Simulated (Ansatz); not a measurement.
Ca₃V₂O₈:
```
Ca3V2O8
1.0
    4.79630     2.69596     0.00000
   -4.79630     2.69596     0.00000
   -2.78581     0.00000     6.14473
Ca V O
3 2 8
Cartesian
  1.93978   2.69596   2.54887
 -4.72559   2.69596   3.59585
  0.00000   0.00000   0.00000
 -1.20195   2.69596   4.86420
 -1.58386   2.69596   1.28053
 -1.97064   4.10893   4.31632
 -0.81517   1.28299   1.82841
 -0.81517   4.10893   1.82841
 -1.97064   1.28299   4.31632
  1.56353   2.69596   0.38866
 -4.34934   2.69596   5.75607
 -3.19004   2.69596   1.87576
  0.40422   2.69596   4.26897
```

Relaxed with LDA. Special points in fractions of this cell's reciprocal vectors: Γ (0.000, 0.000, 0.000); C (0.345, 0.345, 0.000); C2 (-0.345, 0.655, 0.000); Y2 (-0.500, 0.500, 0.000); M2 (-0.500, 0.500, 0.500); D (-0.289, 0.711, 0.500); D2 (0.289, 0.289, 0.500); A (0.000, 0.000, 0.500); L2 (0.000, 0.500, 0.500); V2 (0.000, 0.500, 0.000).

**Question.** List the band energies nearest the valence-band maximum at these points for LDA in the plane-wave PAW code Ansatz.

**Answer.** In eV from the valence-band maximum; about four levels below and three above (degenerate sets whole), none deeper than 8.9 eV; points with the same levels are listed once.

```tsv
k	below	above
Γ	-0.45 -0.41 -0.31 -0.11	3.72 3.76 3.86
C	-0.65 -0.53 -0.46 -0.25	3.80 3.82 4.02
Y2	-0.73 -0.55 -0.34 -0.08	3.81 3.86 4.07
M2	-0.76 -0.53 -0.39 -0.08	3.58 4.06 4.08
D	-0.50 -0.44 -0.36 -0.22	3.78 3.90 4.00
A	-0.29 -0.20 -0.14 -0.01	3.68 3.83 3.89
L2	-0.52 -0.43 -0.21 -0.13	3.81 3.81 4.05
V2	-0.67 -0.65 -0.34 -0.30	3.47 4.05 4.08
```

Space group C2/m. The workflow started from a Materials Project entry (that database holds measured and hypothetical structures alike); the Crystallography Open Database copy checked does not list it. Whether it is the stable phase at ambient conditions was not checked. The LDA relaxation kept the symmetry of its start. At this level the phase is dynamically unstable (imaginary phonons). The run is not spin-polarised. No Hubbard U is applied.

Potentials: the later of the program's two PAW sets.
